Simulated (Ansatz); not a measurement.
Here is an unrelaxed guess for SrAl₃O₂.

```xyz
6
Lattice="5.6457 0.0000 0.0000 -2.8228 4.8893 0.0000 0.0000 0.0000 3.3098" Properties=species:S:1:pos:R:3 pbc="T T T"
Sr    0.0000    0.0000    1.6549
Al   -1.4114    2.4446    0.0000
Al    1.4114    2.4446    0.0000
Al    2.8228    0.0000    0.0000
O     2.8228    1.6298    1.6549
O     0.0000    3.2595    1.6549
```

Computed with Ansatz, DFT PBE, scalar-relativistic, plane waves, PAW. Cutoff 420 eV; k points 6×6×6 on the computed 6-atom cell (Γ-centred); Gaussian smearing, width 0.10 eV; no spin polarisation.

Energies over the elements count from the elements' standard structures at the same level (O₂ as a molecule), with no fitted energy shifts.

Q: How far from equilibrium is it?

A: The pressure is 1.9 GPa (the mean over three directions, positive in compression), the largest force is 0.00 eV/Å (symmetry fixes the atoms), and the energy is −0.77 eV/atom against the elements. The shortest distance is 2.32 Å.

Q: Is it a good guess?

A: A fair one: relaxing gains under 0.1 eV/atom (the start's value is from the coarse mesh, so the gain is rough) in 10 ionic steps and ends at −0.83 eV/atom on the finer mesh. The symmetry stays P6/mmm (No. 191). The volume per atom stays near 15.2 Å³. The shortest distance goes from 2.32 Å (Al–O) to 2.41 Å (Al–O). The ratio c/a of the conventional cell changes by a factor of 1.19. Conventional cell: a = 5.329 Å, c = 3.709 Å. Sr has 6 O at 3.08 Å, 12 Al at 3.25 Å and 2 Sr at 3.71 Å; around Al lie 4 O at 2.41 Å, 4 Al at 2.66 Å and 4 Sr at 3.25 Å; around O lie 6 Al at 2.41 Å, 3 O at 3.08 Å and 3 Sr at 3.08 Å.

The last run used a 12×12×12 mesh for its 6-atom cell and Gaussian smearing of 0.10 eV. An odd number of electrons in the primitive cell allows no gap without spin; a larger cell or a magnetic state could open one. The relaxation can't lower the symmetry of the start, and the grade says only how near the guess is to its own end. Symmetry constrained the relaxation, so the result can be a saddle point. Another cell of SrAl3O2 relaxed alike, in P-3m1, lies 0.41 eV/atom lower, so this cell isn't the stable form at this level.
